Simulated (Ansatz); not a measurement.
N in its lowest state found on the top face of a (001) slab of Al (P6_3/mmc (No. 194)), 8 planes, outer planes Al (top) and Al (bottom); 1 a cell of 6.97 Å², its atoms last:

```
CELL_PARAMETERS angstrom
2.83628 0.00000 0.00000
-1.41814 2.45629 0.00000
0.00000 0.00000 35.31376
ATOMIC_POSITIONS crystal
Al 0.33333 0.66667 0.24070
Al 0.00000 0.00000 0.30669
Al 0.66667 0.33333 0.37269
Al 0.00000 0.00000 0.43868
Al 0.33280 0.66560 0.50461
Al 0.99926 0.99852 0.56981
Al 0.66511 0.33021 0.63662
Al 0.33325 0.66649 0.70869
N 0.66656 0.33311 0.71834
```

All numbers below come from DFT PBEsol, scalar-relativistic, plane waves, PAW in Ansatz. Cutoff 420 eV; k points 12×12×1 on the computed 9-atom cell (Γ-centred); Gaussian smearing, width 0.10 eV; no spin polarisation. The cell repeats along c with a dipole correction in the vacuum.

The clean top face has a work function of 4.19 eV. Adsorption changes the slab's dipole along +c by Δp = -0.0555 e·Å a cell (-0.27 D an adsorbate).

Task: What change of work function does the Helmholtz equation give?

Result: A sheet of dipoles makes a step in an electron's potential energy of −e·Δp/(ε0·A), and e/ε0 = 180.95 eV·Å for Δp in e·Å: −180.95 × (-0.0555)/6.97 = +1.44 eV. This is the change of φ(top) − φ(bottom). If the bottom face is unmoved, φ(top) becomes 5.63 eV.

Task: How does that compare with the calculation?

Result: φ(top) changes by +1.32 eV and φ(bottom) by -0.13 eV, so their difference changes by +1.45 eV. The slab is thin enough for the adsorbate to shift the Fermi level against the bottom face too.

Task: What does the sign say about the electrons?

Result: The change of dipole points into the surface (negative end outward), so the work function rises. Δp also holds the adsorbate's own dipole and the moves of the surface atoms, so it isn't a charge transfer alone.

Spin polarisation was left out, and a magnetic state may lie lower.

The reference crystal is a form of Al, which isn't its usual structure.